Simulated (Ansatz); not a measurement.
**Rocksalt alloy of MgO and ZnO (10 of 32 Mg sites exchanged), 64 atoms**

Ansatz, PAW, plane waves. PBEsol relaxation of volume and atoms (shape held) at the single k point (¼, ¼, ¼) without its symmetry partners; single points on the relaxed atoms at the Γ point alone, onto which points of the small cell's zone fold. Arrangement: random. No spin–orbit coupling unless named.

Relaxed structure:

```yaml
crystal:
  lattice:
    - [8.46098, 0.00000, 0.00000]
    - [0.00000, 8.46098, 0.00000]
    - [0.00000, 0.00000, 8.46098]
  atoms:
    - { symbol: O, position: [0.24998, 0.99641, 0.00025] }
    - { symbol: O, position: [0.24726, 0.99674, 0.49942] }
    - { symbol: O, position: [0.25222, 0.50265, 0.00241] }
    - { symbol: O, position: [0.25003, 0.50309, 0.49714] }
    - { symbol: O, position: [0.75045, 0.99931, 0.00324] }
    - { symbol: O, position: [0.75236, 0.00140, 0.49818] }
    - { symbol: O, position: [0.74772, 0.50048, 0.00027] }
    - { symbol: O, position: [0.75028, 0.49790, 0.49956] }
    - { symbol: O, position: [0.99769, 0.24733, 0.99962] }
    - { symbol: O, position: [0.99745, 0.24990, 0.50041] }
    - { symbol: O, position: [0.00020, 0.75200, 0.99947] }
    - { symbol: O, position: [0.00242, 0.75009, 0.50069] }
    - { symbol: O, position: [0.50290, 0.24983, 0.99957] }
    - { symbol: O, position: [0.50252, 0.25253, 0.50065] }
    - { symbol: O, position: [0.50022, 0.74980, 0.99652] }
    - { symbol: O, position: [0.49808, 0.74787, 0.50195] }
    - { symbol: O, position: [0.00045, 0.00291, 0.25046] }
    - { symbol: O, position: [0.00314, 0.00329, 0.75030] }
    - { symbol: O, position: [0.00024, 0.49715, 0.25257] }
    - { symbol: O, position: [0.99850, 0.49758, 0.74748] }
    - { symbol: O, position: [0.49977, 0.00256, 0.24777] }
    - { symbol: O, position: [0.49776, 0.00074, 0.75219] }
    - { symbol: O, position: [0.49975, 0.49673, 0.24985] }
    - { symbol: O, position: [0.50291, 0.50003, 0.74958] }
    - { symbol: O, position: [0.25013, 0.24971, 0.24993] }
    - { symbol: O, position: [0.25048, 0.24812, 0.74985] }
    - { symbol: O, position: [0.25022, 0.74984, 0.24966] }
    - { symbol: O, position: [0.25324, 0.75269, 0.74991] }
    - { symbol: O, position: [0.75007, 0.24986, 0.25012] }
    - { symbol: O, position: [0.75036, 0.25285, 0.75040] }
    - { symbol: O, position: [0.74996, 0.74962, 0.24759] }
    - { symbol: O, position: [0.74834, 0.74833, 0.75207] }
    - { symbol: Mg, position: [0.00028, 0.99970, 0.99993] }
    - { symbol: Mg, position: [0.99966, 0.99941, 0.50063] }
    - { symbol: Mg, position: [0.00049, 0.50060, 0.50032] }
    - { symbol: Mg, position: [0.50018, 0.99961, 0.99997] }
    - { symbol: Mg, position: [0.49971, 0.49988, 0.99961] }
    - { symbol: Mg, position: [0.49990, 0.50026, 0.49971] }
    - { symbol: Mg, position: [0.24960, 0.74926, 0.99939] }
    - { symbol: Mg, position: [0.25038, 0.75004, 0.49980] }
    - { symbol: Mg, position: [0.75032, 0.24993, 0.00009] }
    - { symbol: Mg, position: [0.75003, 0.24953, 0.50044] }
    - { symbol: Mg, position: [0.75086, 0.74988, 0.99978] }
    - { symbol: Mg, position: [0.25028, 0.99961, 0.25035] }
    - { symbol: Mg, position: [0.25030, 0.00025, 0.74961] }
    - { symbol: Mg, position: [0.24967, 0.49986, 0.24947] }
    - { symbol: Mg, position: [0.74974, 0.99894, 0.25092] }
    - { symbol: Mg, position: [0.75039, 0.50054, 0.25013] }
    - { symbol: Mg, position: [0.75096, 0.50073, 0.74991] }
    - { symbol: Mg, position: [0.00026, 0.24994, 0.24998] }
    - { symbol: Mg, position: [0.00111, 0.25071, 0.75039] }
    - { symbol: Mg, position: [0.49990, 0.24972, 0.25033] }
    - { symbol: Mg, position: [0.49983, 0.25009, 0.74957] }
    - { symbol: Mg, position: [0.50094, 0.75074, 0.74916] }
    - { symbol: Zn, position: [0.99973, 0.49947, 0.00019] }
    - { symbol: Zn, position: [0.49977, 0.00009, 0.49996] }
    - { symbol: Zn, position: [0.25062, 0.24905, 0.00015] }
    - { symbol: Zn, position: [0.24937, 0.25007, 0.49968] }
    - { symbol: Zn, position: [0.75001, 0.74940, 0.50016] }
    - { symbol: Zn, position: [0.25107, 0.50070, 0.74965] }
    - { symbol: Zn, position: [0.75046, 0.00094, 0.75082] }
    - { symbol: Zn, position: [0.00052, 0.75042, 0.25011] }
    - { symbol: Zn, position: [0.00083, 0.75052, 0.74996] }
    - { symbol: Zn, position: [0.49975, 0.74933, 0.24889] }
```

**Question.** What are the mean bond lengths by pair (pairs within 1.2 times the sum of covalent radii, less contacts 15 % beyond the pair's median; cation–cation pairs of compounds aside; long ionic contacts are cut short by that bound)?

**Answer.** Mg–O 2.108 ± 0.011 Å (standard deviation, 132 bonds); O–Zn 2.132 ± 0.009 Å (standard deviation, 60 bonds).

**Question.** What gap lies between the top filled and the lowest empty level in the single points?

**Answer.** HSE06 4.70 eV (3.4 min on 7 threads of Neoverse-V2).
